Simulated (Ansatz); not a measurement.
BN (NiAs type, P6_3/mmc), PBE (plane waves, PAW; program Ansatz). The conduction-band minimum lies at K, with 2 equivalent valleys. Second derivatives d²E/dk² of the lowest band at one valley (eV·Å²), along Cartesian directions:

```csv
direction,d²E/dk²
[100],11.85
[010],11.85
[001],19.18
[110],11.85
[101],15.52
[011],15.52
```

**Question.** Find the principal effective masses, the density-of-states mass and the conductivity mass.

**Answer.** Off-diagonal terms follow from H_xy = H[110] − (H_xx + H_yy)/2, and m*/mₑ = 7.620 eV·Å² over each eigenvalue: 0.40, 0.64, 0.64. One valley's DOS mass (m₁m₂m₃)^(1/3) = 0.55, conductivity mass 3/(Σ 1/mᵢ) = 0.53 mₑ.

**Question.** What effective density of states Nc follows at 300 K for parabolic valleys?

**Answer.** Nc = 2.509e19 × 2 × (0.55)^(3/2) ≈ 2.0e19 cm⁻³.

A made-up cell: these elements were put on the sites of a structure type. Its sites differ from those of the usual phase in this space group: another stacking or structure type. The PBE relaxation kept the symmetry of its start. At this level the phase is dynamically unstable (imaginary phonons). Its formation energy is positive at this level, so the cell may be metastable or incomplete.

Potentials: the later of the program's two PAW sets.

Edges and masses are those of Kohn–Sham bands, whose gap is no quasiparticle gap.
